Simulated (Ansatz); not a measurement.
Q: Each is relaxed and computed with DFT-PBE in the program Ansatz with PAW potentials. Which alone has a direct gap?
A) ZnGeP2, chalcopyrite
B) ZnS, 4H polytype
C) SnS, Pnma (Sn on 4c, S on 4c)
D) BeS, Pnma (Be on 4c, S on 4c)

A: B, ZnS, 4H polytype. ZnS: gap 2.05 eV (direct); SnS: gap 0.93 eV (indirect); BeS: gap 4.32 eV (indirect); ZnGeP2: gap 1.14 eV (indirect). Constructed cells (a structure type filled with these elements, in neither database checked): BeS, Pnma (Be on 4c, S on 4c). Weakly bound layers, chains or molecules computed without a dispersion correction, so cells and soft constants are ill determined: SnS, Pnma (Sn on 4c, S on 4c); BeS, Pnma (Be on 4c, S on 4c). All cells were relaxed under the symmetry of their starts (and spin orders); stability against distortions was not tested throughout. Spin–orbit coupling is left out wherever it is not named.

Potentials: the later of the program's two PAW sets.
